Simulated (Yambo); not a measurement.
**K2Pt: sweep of GW parameters**

G0W0@PBEsol for K$_{2}$Pt (space group Fm-3m, No. 225) in Yambo. Reference settings: 4×4×4 Γ-centred k mesh, bands 5 to 154 and a 7 Ry block in the screening, 154 bands in G with the Bruneval-Gonze terminator, plasmon pole fitted at 27.2 eV. The PBEsol gap X → L on this mesh is 1.40 eV; G0W0 gaps are taken between the same points.

| change from the reference | G0W0 gap X → L (eV) | shift of the valence edge (eV) | rough Yambo cost |
|---|---|---|---|
| reference settings | 2.21 | -0.61 | 1 |
| 70 bands in W | 2.17 | -0.44 | within a factor of two |
| 1 Ry block | 2.17 | -0.57 | within a factor of two |
| no terminator | 2.11 | -0.45 | – |

The reference isn't shown to be the converged limit. Costs are rough (shared machines), scaled to the same edge states, and given only for runs that recompute the screening.

Spin-orbit coupling is left out, which matters for elements this heavy: edges can move by tenths of an eV.

Geometry relaxed with PBEsol; primitive cell a = b = c = 5.2837 Å, α = β = γ = 60.00°.

The structure is a Materials Project entry; no match was found in the copy of COD used, and its stability was not checked.

A shift is the quasiparticle energy of the state minus its PBEsol energy.
